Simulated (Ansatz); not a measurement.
LuTi₂Ga₄ in space group I4/mmm (No. 139; Lu on 2a, Ti on 4d, Ga on 8h), PBE in the plane-wave PAW code Ansatz, all energies at zero smearing, with the estimated change up to a 700 eV cutoff added, with one set of potentials and settings (totals compare only within such a set). Cell of 7 atoms (1 Lu, 2 Ti, 4 Ga): -34867.440 eV.

```csv
element,reference phase,E (eV/atom)
Lu,"P6_3/mmc, 2 atoms in the cell",-14732.4262
Ti,"P6/mmm, 3 atoms in the cell",-2499.6739
Ga,"Cmce, 4 atoms in the cell",-3783.0209
```

Formation energy per atom, worked out: (-34867.440 − 1×(-14732.4262) − 2×(-2499.6739) − 4×(-3783.0209))/7 = -0.512 eV/atom (-49 kJ per mol of atoms), at 0 K, without zero-point energy or fitted corrections.

The first step of the workflow began from a Materials Project structure, measured or hypothetical; the Crystallography Open Database copy checked does not list it. Its standing as an ambient phase is unchecked. The PBE relaxation kept the symmetry of its start; its stability against distortions is not shown here. No spin polarisation was allowed. The references are the lowest solids computed at this level, not always the standard phases. Scalar-relativistic: spin–orbit coupling is off unless named, which matters more the heavier the elements.

Potentials: the later of the program's two PAW sets.
